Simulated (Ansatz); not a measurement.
Sn3O4:
```cif
data_O8Sn6
_chemical_formula_sum 'Sn6 O8'
_space_group_name_H-M_alt 'P 1'
_space_group_IT_number 1
_cell_length_a 7.69401
_cell_length_b 9.30378
_cell_length_c 3.23418
_cell_angle_alpha 90.000
_cell_angle_beta 90.000
_cell_angle_gamma 90.000
loop_
_space_group_symop_operation_xyz
  'x, y, z'
loop_
_atom_site_label
_atom_site_type_symbol
_atom_site_fract_x
_atom_site_fract_y
_atom_site_fract_z
_atom_site_occupancy
Sn1 Sn 0.39464 0.31655 0.50000 1
Sn2 Sn 0.60536 0.68345 0.50000 1
Sn3 Sn 0.10536 0.81655 0.50000 1
Sn4 Sn 0.89464 0.18345 0.50000 1
Sn5 Sn 0.50000 0.00000 0.00000 1
Sn6 Sn 0.00000 0.50000 0.00000 1
O1 O 0.33212 0.17274 0.00000 1
O2 O 0.66788 0.82726 0.00000 1
O3 O 0.16788 0.67274 0.00000 1
O4 O 0.83212 0.32726 0.00000 1
O5 O 0.12222 0.39625 0.50000 1
O6 O 0.87778 0.60375 0.50000 1
O7 O 0.37778 0.89625 0.50000 1
O8 O 0.62222 0.10375 0.50000 1
```

Relaxed with r²SCAN.

Problem. Tabulate the valence density and the electron localisation function along the shortest Sn–Sn contact (3.23 Å), r²SCAN (plane waves, PAW; program Ansatz).

Solution. 

```csv
distance from Sn (Å),density (e/Å³),ELF
0.32,9.05,0.00
0.49,5.83,0.04
0.65,3.01,0.15
0.81,1.22,0.26
0.97,0.51,0.28
1.13,0.31,0.24
1.29,0.21,0.20
1.46,0.17,0.16
1.62,0.16,0.15
1.78,0.17,0.16
1.94,0.21,0.20
2.10,0.31,0.24
2.26,0.51,0.28
2.43,1.22,0.26
2.59,3.01,0.15
2.75,5.83,0.04
2.91,9.05,0.00
```

The density is the valence pseudo-density with augmentation charge, so density and ELF within about 1 Å of a nucleus are not all-electron values.

Space group Pbam. The start of the workflow was typed in or built on a structure type; neither database checked (COD, Materials Project) lists it. Its standing as an ambient phase is unchecked. Symmetry was held in the r²SCAN relaxation; its stability against distortions is not shown here. The volume moved by 33 % from the start of the relaxation. Spin–orbit coupling is left out wherever it is not named.

Potentials: the earlier of the program's two PAW sets.
